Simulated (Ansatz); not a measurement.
## Zone-centre phonons of Hg₃CO at -3.9 GPa: input and output

The calculation used DFT LDA, scalar-relativistic, plane waves, PAW (Ansatz 0.2.0).

Launched with:
```bash
ansatz run input.yaml --threads 1 --pin off --max-ram 1280MiB --backend cpu --events-out ev --progress --plain --runs-dir out
```

Input (bare energies are in eV):
```yaml
crystal:
  lattice:
    - [4.5759, 0.0, 0.0]
    - [0.0, 4.5759, 0.0]
    - [0.0, 0.0, 4.5759]
  atoms:
    - { symbol: C, position: [0.0, 0.0, 0.0] }
    - { symbol: O, position: [0.5, 0.5, 0.5] }
    - { symbol: Hg, position: [0.5, 0.5, 0.0] }
    - { symbol: Hg, position: [0.5, 0.0, 0.5] }
    - { symbol: Hg, position: [0.0, 0.5, 0.5] }
basis:
  ecutwfc: 420
kpoints:
  mp_grid: { grid: [8, 8, 8] }
hamiltonian:
  xc: lda
scf:
  occupations: { method: fermi_dirac, width: 0.15 }
output:
  eigenvalues: true
phonons:
  method: dfpt
  eigenvectors: true
```

The end of the output:
```
--- Phonons (Γ-DFPT): 4 representative perturbations + reference, on 125 of 512 k-points (Σ response iterations 31) ---
  k mesh reduced under 8 symmetry operations, with k and −k counted as one. Each operation leaves every solved displacement unchanged or reverses it
  ASR residual: 6.255e-4 → 0.000e0 eV/Å²; symmetrization residual: 1.585e-5 eV/Å²
  ASR residual per site (eV/Å²): 6.25e-4 5.11e-4 2.39e-4 2.39e-4 2.39e-4
  Γ frequencies (cm⁻¹): -213.42 -213.42 -213.42 -83.82 -83.82 -83.82 -61.29 -61.29 -61.29 0.00 0.00 0.00 300.63 300.63 300.63
  non-analytic LO–TO correction: not included (Born effective charges unavailable; polar crystals: no LO–TO splitting at Γ)
```

Time: 14 min on 1 thread of Arm Neoverse N1, with other jobs on the host, peak memory 0.86 GiB.

Its imaginary modes show that this cell, the ideal cubic antiperovskite prototype, isn't a minimum of the energy. In a metal, frequencies and elastic constants depend on the k mesh and the smearing, soft modes and shear constants most. Spin–orbit coupling is left out, which matters for heavy elements. A semilocal functional can close a gap that the real compound has.

Negative frequencies stand for imaginary ones: the cell is unstable against these modes.